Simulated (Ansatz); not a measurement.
Relaxed Te (trigonal-Te type, space group P3_121):

```xyz
3
Lattice="4.5211 0.0000 0.0000 -2.2606 3.9154 0.0000 0.0000 0.0000 5.9549" Properties=species:S:1:pos:R:3 pbc="T T T"
Te     1.2122     0.0000     1.9850
Te    -0.6061     1.0498     3.9699
Te     1.6544     2.8656     0.0000
```

Scan: atom 2 (Te, nearest neighbour Te at 2.889 Å; its periodic images, 4.5 Å or more away, move with it) is displaced towards the nearest neighbour, direction (0.629, -0.363, -0.687) in Cartesian axes, by s. The other atoms stay.

The numbers are results of PBE (plane waves to 420 eV, PAW, scalar-relativistic; Ansatz, an electronic-structure program), not measurements. k mesh 7×7×5 (Γ-centred), Fermi-Dirac smearing 0.05 eV. The energy includes the smearing's −TS. Left out: 1 of 11 points, with atoms too close for the PAW data. As the smearing reaches across the gap at some points, energies and forces of such displacements shift with the k mesh and the smearing. F∥ is the force on the atom along that direction. Spin-orbit coupling is left out, though Te is heavy. Te was relaxed with its symmetry unable to fall. The PAW data are Ansatz's earlier set. ΔE is measured from the undisplaced structure.

### Question
What ΔE (meV/cell) and F∥ (eV/Å) does the calculation give at s (Å) = -0.870, -0.696, -0.174, 0.174, 0.696?

### Answer
| s (Å) | ΔE (meV/cell) | F∥ (eV/Å) |
|---|---|---|
| -0.870 | 705 | 2.039 |
| -0.696 | 436 | 1.176 |
| -0.174 | 49 | 0.486 |
| 0.174 | 80 | -1.036 |
| 0.696 | 2932 | -13.641 |

(For displaced atoms, the force is minus the slope of the energy, and its curvature is a force constant, which sets phonon frequencies.)
